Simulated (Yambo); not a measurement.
```
CELL_PARAMETERS angstrom
      3.18422     0.00000     0.00000
     -1.59211     2.75762     0.00000
      0.00000     0.00000    12.97828
ATOMIC_POSITIONS crystal
  S  0.33333 0.66667 0.62980
  S  0.66667 0.33333 0.37020
  S  0.66667 0.33333 0.12980
  S  0.33333 0.66667 0.87020
  W  0.33333 0.66667 0.25000
  W  0.66667 0.33333 0.75000
```

WS2 (space group P6_3/mmc, No. 194): mean Im ε in 1 eV windows above the direct gap of 2.30 eV, for different electron-hole kernels (Yambo, broadening 0.15 eV, LDA (Quantum ESPRESSO, PseudoDojo norm-conserving, 70 Ry, without SOC) bands; 9×9×2 mesh, 8 valence and 10 conduction bands, static screening with 67 bands and a 3 Ry block, scissor 0.58 eV, Tamm-Dancoff; field along x).

| window (eV) | independent quasiparticles | RPA (no attraction) | BSE |
|---|---|---|---|
| 2.3 to 3.3 | 8.3 | 5.5 | 15 |
| 3.3 to 4.3 | 17 | 16 | 17 |
| 4.3 to 5.3 | 13 | 15 | 13 |

This run doesn't resolve bound excitons or single peaks, so only averages are given, and they too depend on the mesh; weight that the attraction moves below the gap isn't listed. All transitions below 5.59 eV are in the band window. The scissor comes from a G0W0 run whose convergence isn't established.

Spin-orbit coupling is left out, which matters for elements this heavy: edges can move by tenths of an eV.

Geometry of the Materials Project entry, not relaxed at this level.

The distance between layers or molecules is the database entry's, not relaxed here. Functionals without dispersion can leave it too large, which widens gaps and weakens the response across layers: the numbers belong to this cell.
